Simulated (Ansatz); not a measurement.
A geometry of ZnCu$_{2}$SnSe$_{4}$ away from equilibrium: step 2 of the relaxation of a relaxed ZnCu2SnSe4 cell shaken by Gaussian noise of σ = 0.08 Å a coordinate. These are r2SCAN (plane waves to 500 eV, PAW, scalar-relativistic; Ansatz, a program for electronic structure) values and carry that method's errors. Γ-centred k-mesh 5×5×6 on the run's cell (coarser than for final values), Fermi–Dirac smearing 0.05 eV. The plane waves were selected for a different cell earlier on the path.

```yaml
crystal:
  lattice:
    - [-2.81175, 2.80157, 5.62945]
    - [2.82461, -2.85863, 5.66447]
    - [2.82751, 2.87439, -5.65803]
  atoms:
    - { symbol: Cu, position: [0.99396, 0.98178, 0.97670] }
    - { symbol: Cu, position: [0.75163, 0.25879, 0.53376] }
    - { symbol: Zn, position: [0.24066, 0.75550, 0.49255] }
    - { symbol: Sn, position: [0.49931, 0.51050, 0.99875] }
    - { symbol: Se, position: [0.63018, 0.62141, 0.51399] }
    - { symbol: Se, position: [0.09912, 0.11459, 0.46933] }
    - { symbol: Se, position: [0.36464, 0.88853, 0.99935] }
    - { symbol: Se, position: [0.88039, 0.36554, 0.99246] }
```

What forces act on the atoms (eV/Å)?


```
atom     Fx     Fy     Fz
----  -----  -----  -----
Cu1    0.34  -0.07  -0.16
Cu2   -0.62  -0.55   0.61
Zn3   -0.01   0.17   0.11
Sn4   -0.22   0.05  -1.14
Se5   -0.03  -0.17  -0.14
Se6    0.16  -0.08  -0.04
Se7    0.49  -0.27   0.86
Se8   -0.11   0.92  -0.10
```

The path ends in I-4 (No. 82). No spin polarisation in the result.
